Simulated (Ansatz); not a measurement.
Starting cell, In₂Ge₂O₇ (space group C2/m):

```yaml
crystal:
  lattice:
    - [3.29422, -4.38064, 0.00000]
    - [3.29422, 4.38064, 0.00000]
    - [-1.01498, 0.00000, 4.80942]
  atoms:
    - { symbol: In, position: [0.30636, 0.69364, 0.00000] }
    - { symbol: In, position: [0.69364, 0.30636, 0.00000] }
    - { symbol: Ge, position: [0.76204, 0.76204, 0.59308] }
    - { symbol: Ge, position: [0.23796, 0.23796, 0.40692] }
    - { symbol: O, position: [0.40849, 0.07374, 0.21293] }
    - { symbol: O, position: [0.59151, 0.92626, 0.78707] }
    - { symbol: O, position: [0.92626, 0.59151, 0.78707] }
    - { symbol: O, position: [0.07374, 0.40849, 0.21293] }
    - { symbol: O, position: [0.00000, 0.00000, 0.50000] }
    - { symbol: O, position: [0.41397, 0.41397, 0.72729] }
    - { symbol: O, position: [0.58603, 0.58603, 0.27271] }
```

A phonon eigenvector at Γ is frozen into this cell: atom i moves by Q times the vector below, so Q is the largest atomic displacement, in Å. The cell is held.

```json
[
 {"atom": "In1", "x": "0.000", "y": "0.194", "z": "0.000"},
 {"atom": "In2", "x": "0.000", "y": "-0.194", "z": "0.000"},
 {"atom": "Ge3", "x": "0.726", "y": "0.000", "z": "0.052"},
 {"atom": "Ge4", "x": "-0.726", "y": "0.000", "z": "-0.052"},
 {"atom": "O5", "x": "-0.778", "y": "-0.284", "z": "0.383"},
 {"atom": "O6", "x": "0.778", "y": "0.284", "z": "-0.383"},
 {"atom": "O7", "x": "0.778", "y": "-0.284", "z": "-0.383"},
 {"atom": "O8", "x": "-0.778", "y": "0.284", "z": "0.383"},
 {"atom": "O10", "x": "0.844", "y": "0.000", "z": "-0.537"},
 {"atom": "O11", "x": "-0.844", "y": "0.000", "z": "0.537"}
]
```

Atoms not listed stay in place.

Level of theory: LDA (plane waves to 420 eV, PAW, scalar-relativistic; Ansatz, a first-principles code). k mesh 5×5×6 (Γ-centred), Fermi-Dirac smearing 0.05 eV. In2Ge2O7 was relaxed with its symmetry unable to fall.

At one point of the scan the forces (eV/Å) are:

```csv
atom,Fx,Fy,Fz
In1,0.000,-2.240,0.000
In2,0.000,2.240,0.000
Ge3,-6.352,0.000,0.275
Ge4,6.352,0.000,-0.275
O5,1.054,0.653,-0.150
O6,-1.054,-0.653,0.150
O7,-1.054,0.653,0.150
O8,1.054,-0.653,-0.150
O9,0.000,0.000,0.000
O10,-1.676,0.000,0.945
O11,1.676,0.000,-0.945
```

### Question
Which point is it?
A. Q = 0.120 Å
B. Q = 0.090 Å
C. Q = 0.060 Å
D. Q = 0.180 Å

### Answer
D, Q = 0.180 Å

(A displaced cell: forces are minus the slopes of the energy, force constants its curvatures, and phonons follow from these.)
